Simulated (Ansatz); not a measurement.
TiIn (L1₀ or tetragonal B2, P4/mmm), DFT-PBE in the program Ansatz with PAW potentials, all energies at zero smearing, with the estimated change up to a 700 eV cutoff added, with one set of potentials and settings (totals compare only within such a set). Cell of 2 atoms (1 Ti, 1 In): -8097.899 eV.

| element | reference phase | E (eV/atom) |
|---|---|---|
| Ti | P6/mmm, 3 atoms in the cell | -2499.6763 |
| In | I4/mmm, 1 atoms in the cell | -5597.9156 |

Formation energy per atom, worked out: (-8097.899 − 1×(-2499.6763) − 1×(-5597.9156))/2 = -0.154 eV/atom (-15 kJ per mol of atoms), at 0 K, without zero-point energy or fitted corrections.

The first step of the workflow began from a Materials Project structure, measured or hypothetical; the Crystallography Open Database copy checked does not list it. With Ti and In taken as one species the cell has the higher symmetry Fm-3m, so it may be an ordered model of a mixed-site phase. Its standing as an ambient phase is unchecked. The cell was relaxed with PBE under the symmetry of its start; whether a distortion lowers the energy is not shown. The run is not spin-polarised. The references are the lowest solids computed at this level, not always the standard phases.

Potentials: the earlier of the program's two PAW sets.
